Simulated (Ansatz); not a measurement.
Property card for Bi4Te3

These are results of Ansatz, DFT PBE, scalar-relativistic, plane waves, PAW, not measurements.

Settings: cutoff 420 eV, Γ-centred mesh 12×12×12 on the computed 7-atom cell, Gaussian smearing of 0.01 eV; no spin polarisation.

The structure is relaxed at this level of theory with its symmetry kept, and needn't be the ground state of this composition.

Space group R-3m (No. 166), trigonal, a = 4.507 Å, c = 43.010 Å. Around Bi on its first site lie 6 Te at 3.11–3.29 Å; Bi on its second site is surrounded by 3 Bi at 3.09 Å and 3 Te at 3.69 Å; around Te on a site of symmetry -3m lie 6 Bi at 3.29 Å; Te on a site of symmetry 3m is surrounded by 3 Bi at 3.11 Å and 3 Bi at 3.69 Å.

```json
{
  "Volume per atom": "36.03 Å³",
  "Formation energy from the elements' standard states (uncorrected)": "-0.173 eV/atom",
  "Kohn–Sham band gap": "0.04 eV",
  "Orbital (Löwdin) character of the top 1 eV of the valence band": "Bi 6p 61 %, Te 5p 30 %",
  "Orbital (Löwdin) character of the lowest 1 eV of the conduction band": "Bi 6p 65 %, Te 5p 25 %",
  "Bader charge by site (e)": "Bi (2 in the cell) 0.67, Bi (2 in the cell) 0.07, Te (1 in the cell) -0.60, Te (2 in the cell) -0.44"
}
```

Spin-orbit coupling is left out, which matters for the bands of heavy elements.

It was relaxed from a cell as deposited in COD. Kohn–Sham gaps at this level usually fall short of measured ones. Löwdin shares on free-atom orbitals overweight diffuse shells in the empty bands.
